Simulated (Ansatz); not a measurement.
## 6 guesses for CsAs₃ and where they end

These are results of Ansatz, DFT PBE, scalar-relativistic, plane waves, PAW, not measurements. Settings: cutoff 420 eV, Γ-centred meshes spaced at most about 0.3 Å⁻¹, and about 0.25 Å⁻¹ or finer for metals (2π included), Gaussian smearing. No spin polarisation in the final relaxations.

Each guess was relaxed in cell and atoms at zero pressure, within the symmetry of its start. Temperature and zero-point effects are left out. Coordination counts As atoms around Cs (those within 1.25 times the shortest such distance or 1.15 times the sum of covalent radii, 1.27 where that leaves under three; a plus sign parts nearer from farther groups).

| guess | made from | start group | V start (Å³/atom) | end group | V end (Å³/atom) | coordination at the end | gap on mesh (eV) | E over the lowest end (meV/atom) |
| --- | --- | --- | --- | --- | --- | --- | --- | --- |
| 1 | SrPb3 type | P4/mmm | 31.0 | Pm-3m (Cu3Au (L1_2)) | 26.2 | Cs 12 | 0 | 628 |
| 2 | random cell | P4/mmm | 30.7 | P4/mmm | 49.9 | Cs 8 | 0.21 | 182 |
| 3 | PrCd3 type | Fm-3m | 29.5 | Fm-3m (BiF3 (D0_3)) | 26.4 | Cs 8+6 | 0 | 637 |
| 4 | SbPd3 type | P6_3/mmc | 27.1 | P6_3/mmc (Ni3Sn (D0_19)) | 32.9 | Cs 12 | 0 | 0 |
| 5 | random cell | R-3m | 70.0 | R-3m | 54.2 | Cs 6 | 0.96 | 184 |
| 6 | TiMo3 type | Immm | 28.4 | ? | ? | ? | ? | ? |

Guess 6 as it starts:

```xyz
4
Lattice="-1.9306 2.6966 5.4592 1.9306 -2.6966 5.4592 1.9306 2.6966 -5.4592" Properties=species:S:1:pos:R:3 pbc="T T T"
Cs    0.0000    2.6966    0.0000
As    0.0000    0.0000    8.2607
As    0.0000    0.0000    2.6576
As    1.9306    0.0000    0.0000
```

**Question.** Predict the end of this guess and its energy over the lowest end.

**Answer.** It ends in space group Immm (No. 71), with a = 3.466 Å, b = 6.738 Å, c = 10.395 Å, 30.3 Å³/atom and no gap; its coordination is Cs 12. It lies 152 meV/atom over the lowest end, above guess 4 and below guess 2. Counting As atoms around Cs, this end and the lowest (guess 4) both have Cs 12. This end holds As–As chains (shortest 2.54 Å); the lowest (guess 4) holds As–As units of three or more atoms (shortest 2.52 Å).

```xyz
4
Lattice="-1.7332 3.3688 5.1976 1.7332 -3.3688 5.1976 1.7332 3.3688 -5.1976" Properties=species:S:1:pos:R:3 pbc="T T T"
Cs    0.0000    3.3688    0.0000
As    0.0000    0.0000    8.5366
As    0.0000    0.0000    1.8585
As    1.7332    0.0000    0.0000
```

The zero of energy is the elements' standard structures at the same level; no fitted shifts are applied.

**Question.** Is the lowest end bound against the elements?

**Answer.** Yes: its formation energy is −0.03 eV/atom. Whether it is stable depends on the other phases of the system, which aren't compared here.

For metals, differences of a few meV/atom aren't resolved. Kohn–Sham gaps at this level usually fall short of measured ones. The reference form of As is held partly by dispersion forces, which this level lacks. Cells relaxed within their symmetry can be saddle points. A lower structure may well exist outside this small set. Some structure types and database cells were kept out of the candidates from the start, so a known form may be missing.
